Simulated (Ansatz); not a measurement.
## SrFeO3 (Pm-3m): electronic heat capacity from the density of states

These are results of DFT PBEsol, scalar-relativistic, plane waves, PAW in Ansatz 0.2.0, not measurements.

Settings: cutoff 420 eV, Γ-centred mesh 10×10×10 on the computed 5-atom cell, Gaussian smearing of 0.10 eV; collinear spin from starting moments 0 2.88 0.18 0.18 0.18 μB.

Relaxed cell: Pm-3m, a = 3.787 Å, b = 3.787 Å, c = 3.787 Å, α = 90.00°, β = 90.00°, γ = 90.00°, 5 atoms in the primitive cell. Whether it is the stable form of this composition wasn't checked.

The density of states at the Fermi level is 1.077 states/eV in the cell of 5 atoms (1 formula unit; both spins, tetrahedra on a 15×15×15 mesh). The run ends with a moment of 3.45 μB a cell (largest on a site 2.62 μB), and the figure is for this state; a paramagnetic sample can have a quite different one. Another magnetic order, if the compound takes it, can change N(E_F) and the shape of the cell a good deal, and may open a gap, where γ is close to zero.

**Question.** What Sommerfeld coefficient does this give?

**Answer.** Per formula unit N(E_F) = 1.077 states/eV. γ = (π²/3) k_B² N(E_F) N_A = 2.357 mJ/(mol K²) per state/eV, so γ = 2.5 mJ/(mol K²), a mole of formula units. This is the bare band result: a measured γ of the same phase and magnetic order is as a rule larger by a factor 1 + λ from phonons and spin fluctuations. N(E_F) at one energy is sensitive to the mesh where the density of states has sharp peaks.

The cell holds one magnetic atom, so it can only be ferromagnetic; an antiferromagnetic order may lie lower.

Only this magnetic start was tried.

Symmetry holds off the tilts and polar distortions that many cubic perovskites undergo.